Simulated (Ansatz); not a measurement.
TaS₂ (CdI2 type)

```yaml
crystal:
  lattice:
    - [3.32882, 0.00000, 0.00000]
    - [-1.66441, 2.88285, 0.00000]
    - [0.00000, 0.00000, 5.78549]
  atoms:
    - { symbol: Ta, position: [0.00000, 0.00000, 0.00000] }
    - { symbol: S, position: [0.33333, 0.66667, 0.26700] }
    - { symbol: S, position: [0.66667, 0.33333, 0.73300] }
```

E(V) scan at fixed shape, V₀ the volume above. The atoms relax within the cell's symmetry.

Level of theory: PBE-D3(BJ) (plane waves to 420 eV, PAW, scalar-relativistic; Ansatz, a first-principles code). k mesh 16×16×8 (Γ-centred), Fermi-Dirac smearing 0.05 eV. E stands for the smeared free energy. Compression counts positive. With the shape held, the modulus is that of even scaling; a crystal free to change shape is softer. Spin-orbit coupling is left out, though Ta is heavy. TaS2 is run without spin polarisation. TaS2 was relaxed with its symmetry unable to fall. ΔE is measured from the relaxed starting cell.

```
V/V₀   ΔE (meV/atom)  P (GPa)
-----  -------------  -------
0.940             14      4.3
0.955              8      3.0
0.970              3      2.0
0.985              1      0.9
1.000              0      0.0
1.015              1     -0.8
1.030              3     -1.6
1.045              6     -2.3
1.060             11     -3.0
```

Summary:

The pressure at the smallest volume comes out as 4.3 GPa, the energy cost of the largest compression comes out as 14 meV/atom and the energy cost of the largest expansion is 11 meV/atom. The bulk modulus at fixed cell shape B₀ (third-order Birch-Murnaghan fit) comes out as 59.1 GPa, the pressure derivative B₀′ (fit) is 4.8 and the equilibrium volume of the fit is 18.51 Å³/atom. The pressure for 5 % compression (fit) is 3.4 GPa.

(A scan under strain: stresses follow from slopes of the energy per volume, elastic moduli from its curvatures.)
